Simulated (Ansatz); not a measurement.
## Band structure of Li$_{2}$Pd

```yaml
crystal:
  lattice:
    - [4.22670, 0.00000, 0.00000]
    - [-2.11335, 3.66043, 0.00000]
    - [0.00000, 0.00000, 2.73190]
  atoms:
    - { symbol: Li, position: [0.33333, 0.66667, 0.50000] }
    - { symbol: Li, position: [0.66667, 0.33333, 0.50000] }
    - { symbol: Pd, position: [0.00000, 0.00000, 0.00000] }
```

Atoms are numbered in the order listed.

The cell comes from COD entry 1523156, which wasn't checked; take it as a given geometry.

Spin polarisation is left out, and whether a magnetic state lies lower isn't shown here.

Computed with DFT, LDA, all-electron LAPW, scalar-relativistic (Ansatz 0.2.0).

Sampling and basis: a Γ-centred 11×11×15 k mesh, Fermi–Dirac smearing of 0.08 eV, basis error target 0.5 meV/atom, no spin polarisation.

Points in fractions of the reciprocal vectors of this cell: Γ (0, 0, 0), M (0.5, 0, 0), K (0.333, 0.333, 0), A (0, 0, 0.5), L (0.5, 0, 0.5), H (0.333, 0.333, 0.5). The path joins them by straight lines in the order Γ–M–K–Γ–A–L–H–A–L; legs that retrace an earlier one aren't tabulated. Energies are in eV from the Fermi level.

**Question.** Is there a gap?

**Answer.** none: bands cross the Fermi level, a metal.

**Question.** List the levels between -20 and 5 eV at the symmetry points.

**Answer.** 
Γ: -5.11, -3.59, -2.88 (×2), -1.06 (×2), 4.16 (×2)
M: -4.36, -3.25, -2.13, -1.77, -1.63, -1.15, -1.08, 0.83
K: -4.23, -2.66 (×2), -2.23, -1.12 (×2), -0.51 (×2)
A: -3.17, -3.11 (×2), -2.07 (×2), 0.72, 1.70
L: -3.45, -3.31, -2.51, -1.73, -1.10, 0.69, 1.28, 3.79
H: -3.41 (×2), -2.12 (×2), -1.07, 1.38, 2.20 (×2)
